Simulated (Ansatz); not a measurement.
BiB:
```
BiB
1.0
    0.00000     2.63842     2.63842
    2.63842     0.00000     2.63842
    2.63842     2.63842     0.00000
Bi B
1 1
Direct
  0.00000   0.00000   0.00000
  0.50000   0.50000   0.50000
```

Relaxed with PBE. Special points in fractions of this cell's reciprocal vectors: Γ (0.000, 0.000, 0.000); X (0.500, 0.000, 0.500); U (0.625, 0.250, 0.625); K (0.375, 0.375, 0.750); L (0.500, 0.500, 0.500); W (0.500, 0.250, 0.750).

Problem. List the band energies nearest the Fermi level at these points for DFT-PBE with spin–orbit coupling in the program Ansatz with PAW potentials.

Solution. In eV from the Fermi level; about four levels below and three above (degenerate sets whole), none deeper than 8.9 eV; points with the same levels are listed once.

```json
[
 {"k": "Γ", "below": "-0.94 -0.94", "above": "0.10 0.10 0.24 0.24 0.24 0.24"},
 {"k": "X", "below": "-3.18 -3.18 -2.44 -2.44", "above": "4.19 4.19 7.42 7.42"},
 {"k": "U", "below": "-2.04 -2.04 -0.74 -0.74", "above": "5.61 5.61 6.23 6.23"},
 {"k": "L", "below": "-8.28 -8.28", "above": "0.64 0.64 1.05 1.05"},
 {"k": "W", "below": "-5.11 -5.11 -4.40 -4.40", "above": "2.11 2.11 3.53 3.53"}
]
```

Space group Fm-3m (rock salt). A made-up cell: these elements were put on the sites of a structure type; neither database checked (COD, Materials Project) lists it. Whether it is the stable phase at ambient conditions was not checked. The PBE relaxation kept the symmetry of its start; phonons on a q-mesh show no instability.

Potentials: the later of the program's two PAW sets.
